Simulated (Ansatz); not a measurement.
As2S3:
```
CELL_PARAMETERS angstrom
      4.01296     0.00000     0.00000
      0.00000    11.31482     0.00000
      0.00000     0.00000    32.00000
ATOMIC_POSITIONS crystal
  As 0.98068 0.63943 0.47929
  As 0.48068 0.13943 0.52071
  As 0.48068 0.86057 0.52071
  As 0.98068 0.36057 0.47929
  S  0.81540 0.00000 0.48948
  S  0.31540 0.50000 0.51052
  S  0.34393 0.78380 0.45850
  S  0.84393 0.28380 0.54150
  S  0.34393 0.21620 0.45850
  S  0.84393 0.71620 0.54150
```
The layer is periodic in x and y and isolated along z.

Relaxed with LDA.

**Question.** Tabulate the total density of states from LDA in the plane-wave PAW code Ansatz.

**Answer.** States/eV per cell of 10 atoms, means over 0.25 eV bins, energy of the bin centre from the valence-band maximum.

```tsv
E (eV)	total
-7.85	2.64
-7.60	3.58
-7.35	0.96
-7.10	0.00
-6.85	0.00
-6.60	0.00
-6.35	0.00
-6.10	0.00
-5.85	0.00
-5.60	0.03
-5.35	3.66
-5.10	3.49
-4.85	9.02
-4.60	4.64
-4.35	6.75
-4.10	6.25
-3.85	8.74
-3.60	6.23
-3.35	5.90
-3.10	2.97
-2.85	2.60
-2.60	6.03
-2.35	8.91
-2.10	5.66
-1.85	7.78
-1.60	5.75
-1.35	7.20
-1.10	9.94
-0.85	10.11
-0.60	8.64
-0.35	9.58
-0.10	4.14
0.15	0.00
0.40	0.00
0.65	0.00
0.90	0.00
1.15	0.00
1.40	0.00
1.65	0.26
1.90	2.05
2.15	2.87
2.40	6.67
2.65	9.82
2.90	6.52
3.15	8.67
3.40	6.16
3.65	7.33
3.90	7.35
4.15	8.70
4.40	10.85
4.65	8.99
4.90	5.86
5.15	2.49
5.40	2.30
5.65	5.73
```

Space group Pmn2_1. The layer was cut from a bulk entry of the Materials Project (measured or hypothetical); whether that bulk phase is the ambient one, and whether the layer has been isolated, was not checked. The LDA relaxation kept the symmetry of its start; its stability against distortions is not shown here. Spin–orbit coupling is left out wherever it is not named.

Potentials: the later of the program's two PAW sets.
